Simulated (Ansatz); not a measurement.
LuAgO₂ in space group R-3m (No. 166; Lu on 3b, Ag on 3a, O on 6c), plane-wave PAW r²SCAN (Ansatz code), all energies at zero smearing, with the estimated change up to a 700 eV cutoff added, with one set of potentials and settings (totals compare only within such a set). Cell of 4 atoms (1 Lu, 1 Ag, 2 O): -23489.532 eV.

```csv
element,reference phase,E (eV/atom)
Lu,"P6_3/mmc, 2 atoms in the cell",-14743.6978
Ag,"R-3m, 3 atoms in the cell",-7603.9440
O,"C2/m, 4 atoms in the cell, spin-polarised",-566.0281
```

Formation energy per atom, worked out: (-23489.532 − 1×(-14743.6978) − 1×(-7603.9440) − 2×(-566.0281))/4 = -2.459 eV/atom (-237 kJ per mol of atoms), at 0 K, without zero-point energy or fitted corrections.

The workflow started from a Materials Project entry (that database holds measured and hypothetical structures alike); the Crystallography Open Database copy checked does not list it. Whether it is the stable phase at ambient conditions was not checked. The cell was relaxed with r²SCAN under the symmetry of its start; its stability against distortions is not shown here. The run is not spin-polarised. The references are the lowest solids computed at this level, not always the standard phases (solids in place of the gases). Spin–orbit coupling is left out wherever it is not named.

Potentials: the later of the program's two PAW sets.
